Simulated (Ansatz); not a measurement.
The cell below belongs to a search over invented structures; it isn't taken from experiment.

Input and command of a plane-wave DFT calculation in Ansatz:

```yaml
crystal:
  lattice:
    - [4.70945997, 0.0, 0.0]
    - [-2.35472998, 4.07851197, 0.0]
    - [0.0, 0.0, 7.99610005]
  atoms:
    - { symbol: Dy, position: [0.33333333, 0.66666667, 0.0] }
    - { symbol: Dy, position: [0.66666667, 0.33333333, 0.0] }
    - { symbol: Dy, position: [0.0, 0.0, 0.5] }
    - { symbol: Ga, position: [0.0, 0.0, 0.0] }
    - { symbol: S, position: [0.33333333, 0.66666667, 0.5] }
    - { symbol: S, position: [0.66666667, 0.33333333, 0.5] }
basis:
  ecutwfc: 630
kpoints:
  mp_grid: { grid: [4, 4, 2] }
hamiltonian:
  xc: pbe
  pseudopotentials:
    kind: paw
    azcp: { Dy: "pseudopotentials/pbe/nc/lanthanide_3plus/Dy.nc.azcp" }
scf:
  occupations: { method: gaussian, width: 0.2 }
  lower_state_search: "off"
output:
  forces: true
  stress: true
  eigenvalues: true
relax:
  adjacent_minimum: "off"
  f_tol: 0.08
  max_steps: 16
  cell: { stress_tol: 0.8 }
```

```bash
ansatz run input.yaml --threads 1 --pin off --max-ram 2816MiB --backend cpu --events-out ev --progress --plain --runs-dir out
```

Processor: Arm Neoverse V2, 1 thread, on a host shared with other jobs.

**Question.** Estimate time, memory and problem size.

**Answer.** About 67 s, peak memory 0.46 GiB. It solves 35 bands at 8 k points (after reduction by symmetry) with about 4811 plane waves (on the last cell), in 94 SCF iterations over 12 ionic steps.

With its 4f electrons in the core of a norm-conserving potential, the lanthanide is trivalent by construction, without f bands, f moments or other valences.
